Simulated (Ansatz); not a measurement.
Values for one crystal, relaxed and computed with DFT-PBE in the program Ansatz with PAW potentials; other levels are named.

| Quantity | Value |
|---|---|
| Volume per atom | 19.45 Å³ |
| Electronic character | metallic (no gap) |
| Bulk modulus (Birch–Murnaghan fit) | 74.5 GPa |
| Pressure derivative B′ | 5.8 |
| Density of states at the Fermi level | 0.28 states/eV per atom (mean over ±0.08 eV) |
| Gap with spin–orbit coupling | none (metallic) |

Pick the material that matches.
A. Ir, fcc (Cu type)
B. Sn, diamond
C. Y, hcp (Mg type)
D. Ag, simple hexagonal

D, Ag, simple hexagonal

Space group P6/mmm (simple hexagonal). The start of the workflow was typed in or built on a structure type; neither database checked (COD, Materials Project) lists it. It is not the phase usual at ambient conditions (space group No. 225). The PBE relaxation kept the symmetry of its start; its stability against distortions is not shown here. No spin polarisation was allowed. Spin–orbit coupling is left out wherever it is not named.

Potentials: the earlier of the program's two PAW sets.
